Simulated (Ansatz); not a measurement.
Structure: an ordered 8-atom cell of Ga2SbAs on the zincblende lattice (I-42d), at its r2SCAN minimum. The symmetry is I-42d (No. 122, tetragonal); a = 5.905 Å, c = 11.766 Å in the conventional setting, 25.64 Å³ an atom. As is surrounded by 4 Ga at 2.47 Å; Ga is surrounded by 2 As at 2.47 Å and 2 Sb at 2.64 Å; Sb is surrounded by 4 Ga at 2.64 Å.

```cif
data_structure
_symmetry_space_group_name_H-M 'I-42d'
_symmetry_Int_Tables_number 122
_cell_length_a 5.9047
_cell_length_b 5.9047
_cell_length_c 11.7655
_cell_angle_alpha 90.000
_cell_angle_beta 90.000
_cell_angle_gamma 90.000
_cell_volume 410.22
loop_
_atom_site_label
_atom_site_type_symbol
_atom_site_symmetry_multiplicity
_atom_site_Wyckoff_symbol
_atom_site_fract_x
_atom_site_fract_y
_atom_site_fract_z
_atom_site_occupancy
As1 As 4 a 0.00000 0.50000 0.25000 1
Ga1 Ga 8 d 0.27465 0.75000 0.62500 1
Sb1 Sb 4 b 0.50000 0.00000 0.25000 1
```

3 runs of the PAW code Ansatz on this cell differ in the functional (and in the settings that go with it). Levels are in eV from each run's valence top; v1 is the last filled band, c1 the first empty one.

Run A, mean stress +0.3 GPa (compression positive):

| point | v4 | v3 | v2 | v1 | c1 | c2 |
| --- | --- | --- | --- | --- | --- | --- |
| Γ | -2.78 | -0.05 | -0.05 | 0.00 | 0.97 | 1.77 |
| X | -1.25 | -1.25 | -1.00 | -1.00 | 1.27 | 1.27 |
| P | -1.28 | -1.28 | -1.25 | -1.25 | 2.27 | 2.27 |
| N | -2.52 | -2.20 | -1.64 | -1.08 | 3.25 | 3.26 |

Run B, mean stress 0.0 GPa (compression positive):

| point | v4 | v3 | v2 | v1 | c1 | c2 |
| --- | --- | --- | --- | --- | --- | --- |
| Γ | -2.66 | -0.05 | -0.05 | 0.00 | 0.60 | 1.44 |
| X | -1.20 | -1.20 | -0.97 | -0.97 | 0.93 | 0.93 |
| P | -1.23 | -1.23 | -1.21 | -1.21 | 1.90 | 1.90 |
| N | -2.43 | -2.12 | -1.58 | -1.06 | 2.82 | 2.85 |

Run C, mean stress +0.1 GPa (compression positive):

| point | v4 | v3 | v2 | v1 | c1 | c2 |
| --- | --- | --- | --- | --- | --- | --- |
| Γ | -2.85 | -0.04 | -0.04 | 0.00 | 1.52 | 2.39 |
| X | -1.28 | -1.28 | -1.02 | -1.02 | 1.86 | 1.86 |
| P | -1.31 | -1.31 | -1.28 | -1.28 | 2.88 | 2.88 |
| N | -2.59 | -2.26 | -1.68 | -1.11 | 3.90 | 3.90 |

Task: Match the runs to r2SCAN, HSE06, PBE0.

Result: A is HSE06, B is r2SCAN, C is PBE0. In order of the gap: r2SCAN 0.60, HSE06 0.97, PBE0 1.52 eV.

Simulation only: spin-unpolarised, and no claim that this is the phase found in nature.

No spin-orbit coupling is included; it can move band edges with weight on the heavy atoms by tenths of an eV.

The stress of a hybrid is loosely converged in these runs.
